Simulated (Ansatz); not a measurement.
# A trial form of AlB2P3

These are results of Ansatz, DFT PBE, scalar-relativistic, plane waves, PAW, not measurements. Cutoff 420 eV, Gaussian smearing, Γ-centred meshes. Cell and atoms relax first on a coarse mesh and then on a finer one. In between, the cell is made exact in the group found at 0.06 Å. In metals the finer mesh still leaves noise of several meV/atom or more. The steps can't lower the symmetry of their start. No spin polarisation.

Recipe of this trial structure of AlB2P3: random cell by space group and Wyckoff sites (P6mm, No. 183). Lengths were set from tabulated atomic sizes, so they are only a guess.

```
Al B P
1.0
     4.14340    0.00000    0.00000
    -2.07170    3.58829    0.00000
     0.00000    0.00000    7.16019
Al B P
1 2 3
Direct
  0.00000 0.00000 0.23778
  0.33333 0.66667 0.07324
  0.66667 0.33333 0.07324
  0.00000 0.00000 0.71166
  0.33333 0.66667 0.65197
  0.66667 0.33333 0.65197
```

Formation energies are uncorrected and refer to the elements' standard structures at the same level. The references include black phosphorus.

Question: Describe the relaxed structure.

Answer: The symmetry stays P6mm (No. 183). The volume per atom shrinks by 28.5 %, from 17.7 to 12.7 Å³. The shortest distance goes from 2.39 Å (B–B and P–P) to 1.98 Å (B–P). The ratio c/a of the conventional cell changes by a factor of 0.67. The energy falls by about 0.69 eV/atom (the start's value is from the coarse mesh). Conventional cell: a = 4.233 Å, c = 4.903 Å. Al is surrounded by 1 P at 2.37 Å, 6 B at 2.46 Å and 1 P at 2.53 Å; B has 1 P at 1.98 Å, 3 B at 2.44 Å and 3 Al at 2.46 Å; P on a site of symmetry 6mm is surrounded by 1 Al at 2.37 Å, 6 P at 2.46 Å and 1 Al at 2.53 Å; around P on a site of symmetry 3m lie 1 B at 1.98 Å and 6 P at 2.44–2.46 Å.

```cif
data_structure
_symmetry_space_group_name_H-M 'P6mm'
_symmetry_Int_Tables_number 183
_cell_length_a 4.2333
_cell_length_b 4.2333
_cell_length_c 4.9035
_cell_angle_alpha 90.000
_cell_angle_beta 90.000
_cell_angle_gamma 120.000
_cell_volume 76.10
loop_
_atom_site_label
_atom_site_type_symbol
_atom_site_symmetry_multiplicity
_atom_site_Wyckoff_symbol
_atom_site_fract_x
_atom_site_fract_y
_atom_site_fract_z
_atom_site_occupancy
Al1 Al 1 a 0.00000 0.00000 0.16292 1
B1 B 2 b 0.33333 0.66667 0.09976 1
P1 P 1 a 0.00000 0.00000 0.64666 1
P2 P 2 b 0.33333 0.66667 0.69537 1
```

Question: Give its energy and gap.

Answer: The energy over the elements is +0.70 eV/atom and the gap on the 12×12×8 mesh of the 6-atom cell is 0 eV (a metal).

A positive value: parting into the elements would lower its energy.

The last run used Gaussian smearing of 0.10 eV. The reference form of P is held partly by dispersion forces, which this level lacks. Symmetry constrained the relaxation, so the result can be a saddle point. Another cell of AlB2P3 relaxed alike, in P4mm, lies 147 meV/atom lower, so this cell isn't the stable form at this level.
